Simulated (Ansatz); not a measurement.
Relaxed-ion elastic tensor of RuN (zinc blende, F-43m) in GPa (Voigt order), the program Ansatz at the LDA level (PAW); density 8.55 g/cm³, 11.17 Å³ per atom.

```csv
,1,2,3,4,5,6
1,322,300,300,0.0,0.0,0.0
2,300,322,300,0.0,0.0,0.0
3,300,300,322,0.0,0.0,0.0
4,0.0,0.0,0.0,92.6,0.0,0.0
5,0.0,0.0,0.0,0.0,92.6,0.0
6,0.0,0.0,0.0,0.0,0.0,92.6
```

**Question.** Is the crystal mechanically stable?

**Answer.** Yes: the smallest eigenvalue of C is 22.2 GPa.

**Question.** Work out the Voigt, Reuss and Hill averages.

**Answer.** K_V = 307, K_R = 307, K_H = 307; G_V = 60.0, G_R = 23.5, G_H = 41.8 GPa.

**Question.** Give Young's modulus, Poisson's ratio, Pugh's ratio and the universal anisotropy index.

**Answer.** E = 9KG/(3K + G) = 120 GPa; ν = 0.43; K/G = 7.36 (ductile by the Pugh limit of 1.75); A_U = 5G_V/G_R + K_V/K_R − 6 = 7.75.

**Question.** Estimate the sound speeds and the Debye temperature.

**Answer.** v_l = √((K + 4G/3)/ρ) = 6510 m/s, v_t = √(G/ρ) = 2210 m/s, mean 2510 m/s; Θ = (h/k)(3n/4πV)^(1/3) v_m = 335 K.

**Question.** Give the Zener ratio and Young's modulus along [100], [110] and [111].

**Answer.** A = 2C44/(C11 − C12) = 8.34; 1/E = S11 − 2(S11 − S12 − S44/2)Γ with Γ = 0, 1/4, 1/3 gives 32.9, 94.7, 253 GPa.

**Question.** Solve the Christoffel equation for the three sound speeds along [100], [110], [111].

**Answer.** Eigenvalues of C_ijkl n_j n_l equal ρv². In km/s, slowest first: [100] 3.29, 3.29, 6.14; [110] 1.14, 3.29, 6.87; [111] 2.12, 2.12, 7.10.

The workflow started from a Materials Project entry (that database holds measured and hypothetical structures alike); the Crystallography Open Database copy checked does not list it. Whether it is the stable phase at ambient conditions was not checked. The LDA relaxation kept the symmetry of its start; its stability against distortions is not shown here. No spin polarisation was allowed. With an odd number of electrons in the cell and no spin polarisation, the count alone makes it a metal. As this level gives no gap, shear constants depend on the k-mesh and smearing (Fermi–Dirac, 0.1 eV here).

Potentials: the later of the program's two PAW sets.
